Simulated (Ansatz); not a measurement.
Relaxation of a relaxed Y cell squeezed uniformly to 70 % of its volume; 2 atoms in the cell, which starts as P6₃/mmc (No. 194), hP2; a = b = 3.1960 Å, c = 4.9608 Å, α = β = 90.00°, γ = 120.00°. Level of theory: PBEsol (plane waves to 420 eV, PAW, scalar-relativistic; Ansatz, a first-principles code). Γ-centred k-mesh 12×12×7 on the run's cell (coarser than for final values), Fermi–Dirac smearing 0.05 eV. This is the first round of the run. 

The optimiser's lines from the output (shortened; P is positive under compression):

```
relax step   1: F+E_penalty+E_count = -7589.00167260 eV  Δ(F+E_penalty+E_count) = +0.000e0 eV  max|allowed force component| = 7.170e-17 eV/Å  Δτ_max = 0.0000 Å  P = +25.077 GPa  Ω = 43.882 Å³  (6 SCF iters, dr2 threshold 1.00e-7 eV, accepted)
relax step   2: F+E_penalty+E_count = -7589.72928389 eV  Δ(F+E_penalty+E_count) = -7.276e-1 eV  max|allowed force component| = 1.272e-16 eV/Å  Δτ_max = 0.0000 Å  P = +12.631 GPa  Ω = 50.232 Å³  (6 SCF iters, dr2 threshold 2.00e-7 eV, accepted)
relax step   3: F+E_penalty+E_count = -7590.08891084 eV  Δ(F+E_penalty+E_count) = -3.596e-1 eV  max|allowed force component| = 1.619e-17 eV/Å  Δτ_max = 0.0000 Å  P = +4.221 GPa  Ω = 57.352 Å³  (5 SCF iters, dr2 threshold 2.00e-7 eV, accepted)
relax step   4: F+E_penalty+E_count = -7590.15320546 eV  Δ(F+E_penalty+E_count) = -6.429e-2 eV  max|allowed force component| = 1.619e-17 eV/Å  Δτ_max = 0.0000 Å  P = +0.632 GPa  Ω = 61.738 Å³  (4 SCF iters, dr2 threshold 2.00e-7 eV, accepted)
relax step   5: F+E_penalty+E_count = -7590.15497064 eV  Δ(F+E_penalty+E_count) = -1.765e-3 eV  max|allowed force component| = 2.313e-17 eV/Å  Δτ_max = 0.0000 Å  P = +0.034 GPa  Ω = 62.588 Å³  (3 SCF iters, dr2 threshold 2.00e-7 eV, accepted)
relax step   6: F+E_penalty+E_count = -7590.15498091 eV  Δ(F+E_penalty+E_count) = -1.028e-5 eV  max|allowed force component| = 3.932e-17 eV/Å  Δτ_max = 0.0000 Å  P = -0.001 GPa  Ω = 62.640 Å³  (3 SCF iters, dr2 threshold 6.65e-9 eV, accepted)
relax step   7: F+E_penalty+E_count = -7590.15673329 eV  Δ(F+E_penalty+E_count) = -1.752e-3 eV  max|allowed force component| = 2.082e-17 eV/Å  Δτ_max = 0.0000 Å  P = +0.068 GPa  Ω = 62.640 Å³  stress off target by 7.37e-2 GPa  SCF on the basis re-selected at this cell (its energy is not comparable with the rows above)  (6 SCF iters)
relax step   8: F+E_penalty+E_count = -7590.15675360 eV  Δ(F+E_penalty+E_count) = -2.030e-5 eV  max|allowed force component| = 2.544e-17 eV/Å  Δτ_max = 0.0000 Å  P = -0.003 GPa  Ω = 62.746 Å³  (3 SCF iters, dr2 threshold 1.36e-8 eV, accepted)
relax step   9: F+E_penalty+E_count = -7590.15675557 eV  Δ(F+E_penalty+E_count) = -1.973e-6 eV  max|allowed force component| = 7.864e-17 eV/Å  Δτ_max = 0.0000 Å  P = -0.003 GPa  Ω = 62.746 Å³  stress off target by 3.53e-3 GPa  SCF on the basis re-selected at this cell (its energy is not comparable with the rows above)  (5 SCF iters)
```

From the first to the last row the energy changes by -0.58 eV/atom and the volume by +43.0 %. The last row is marked as not comparable with the walk above it, whose basis was carried along; it does compare with step 1, since both stand on a basis selected at the nominal cutoff for their own cell.

Later rounds, restarted from the end of this one on a renewed k-mesh, logged 8 more steps and released under 0.01 eV/atom more. The final structure after all rounds: P6₃/mmc (No. 194), hP2, hcp (Mg type); a = b = 3.599 Å, c = 5.587 Å, α = β = 90.00°, γ = 120.00°. Between re-selections the logged energies stand on a plane-wave basis carried along with the cell. No spin polarisation in the result.

The run could not lose the symmetry of its start.

All atoms sit on sites fixed by symmetry, so only the cell could relax.
